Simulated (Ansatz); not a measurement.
Data:

As2Pt:
```xyz
12
Lattice="5.9803 0.0000 0.0000 0.0000 5.9803 0.0000 0.0000 0.0000 5.9803" Properties=species:S:1:pos:R:3 pbc="T T T"
Pt     0.0000     0.0000     0.0000
Pt     2.9902     0.0000     2.9902
Pt     2.9902     2.9902     0.0000
Pt     0.0000     2.9902     2.9902
As     2.2905     2.2905     2.2905
As     0.6997     3.6898     5.2807
As     5.2807     0.6997     3.6898
As     3.6898     5.2807     0.6997
As     3.6898     3.6898     3.6898
As     5.2807     2.2905     0.6997
As     0.6997     5.2807     2.2905
As     2.2905     0.6997     5.2807
```

This is the PBEsol-relaxed structure.

Q: All from PBEsol in the plane-wave PAW code Ansatz, unless another level is named. Predict the Hill bulk and shear moduli.

A: 156 and 92.5 GPa.

Q: Next, the highest zone-centre frequency (without LO–TO term)?

A: 280 cm^-1.

Space group Pa-3. Symmetry was held in the PBEsol relaxation. The run is not spin-polarised. Spin–orbit coupling is left out wherever it is not named.

Potentials: the later of the program's two PAW sets.
